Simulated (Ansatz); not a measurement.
Bi:
```cif
data_Bi2
_chemical_formula_sum 'Bi2'
_space_group_name_H-M_alt 'Pmma'
_space_group_IT_number 51
_space_group_name_Hall '-P 2a 2a'
_cell_length_a 6.37959
_cell_length_b 3.22217
_cell_length_c 3.23130
_cell_angle_alpha 90.000
_cell_angle_beta 90.000
_cell_angle_gamma 90.000
loop_
_atom_site_label
_atom_site_type_symbol
_atom_site_symmetry_multiplicity
_atom_site_Wyckoff_symbol
_atom_site_fract_x
_atom_site_fract_y
_atom_site_fract_z
_atom_site_occupancy
Bi1 Bi 2 e 0.25000 0.00000 0.42251 1
```

Relaxed at zero pressure with PBEsol in the plane-wave PAW code Ansatz.

Problem. The volume is lowered by 6 % and shape and atoms relax at that volume. What pressure results, and how do the axes share the change?

Solution. 3.2 GPa; a -3.4 %, b -1.7 %, c -1.1 %; the energy rises by 19 meV/atom.

Problem. Give the new structure.

Solution. 
Space group Pmma (No. 51); a = 6.1657 Å, b = 3.1688 Å, c = 3.1957 Å, α = 90.00°, β = 90.00°, γ = 90.00°

```json
[
 {"atom": "Bi", "site": "2e", "symmetry": "mm2", "x": "0.2500", "y": "0.0000", "z": "0.3697"}
]
```

The phase is kept; no other phase was compared at this pressure.

The first step of the workflow began from a Materials Project structure, measured or hypothetical; the Crystallography Open Database copy checked does not list it. It is not the phase usual at ambient conditions (space group No. 166). The PBEsol relaxation kept the symmetry of its start; of distortions, only those at the zone centre were tested. Axis ratios of metals converge slowly with the k-mesh, so a and c are less sure than the volume. Scalar-relativistic: spin–orbit coupling is off unless named, which matters more the heavier the elements.

Potentials: the later of the program's two PAW sets.
